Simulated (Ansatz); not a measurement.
CaTiO$_{3}$ in space group Pnma (No. 62; Ca on 4c, Ti on 4b, O on 4c, O on 8d), PBEsol (plane waves, PAW; program Ansatz). The conduction-band minimum lies at Γ, with 1 equivalent valley. Second derivatives d²E/dk² of the lowest band at one valley (eV·Å²), along Cartesian directions:

```
direction  d²E/dk²
---------  -------
[100]        11.29
[010]        9.003
[001]        10.27
[110]        10.16
[101]        9.961
[011]        9.645
```

### Question
Find the principal effective masses, the density-of-states mass and the conductivity mass.

### Answer
Off-diagonal terms follow from H_xy = H[110] − (H_xx + H_yy)/2, and m*/mₑ = 7.620 eV·Å² over each eigenvalue: 0.65, 0.78, 0.85. One valley's DOS mass (m₁m₂m₃)^(1/3) = 0.75, conductivity mass 3/(Σ 1/mᵢ) = 0.75 mₑ.

### Question
What effective density of states Nc follows at 300 K for parabolic valleys?

### Answer
Nc = 2.509e19 × 1 × (0.75)^(3/2) ≈ 1.6e19 cm⁻³.

The workflow started from a Materials Project entry (that database holds measured and hypothetical structures alike); the Crystallography Open Database files this formula in space group No. 62, but the cells were not matched. Whether it is the stable phase at ambient conditions was not checked. The cell was relaxed with PBEsol under the symmetry of its start; its stability against distortions is not shown here. No spin polarisation was allowed.

Potentials: the earlier of the program's two PAW sets. The files were generated under PBE; for other functionals the program regenerates the frozen cores, and for LDA and PBEsol the local potential too.

Edges and masses are those of Kohn–Sham bands, whose gap is no quasiparticle gap.
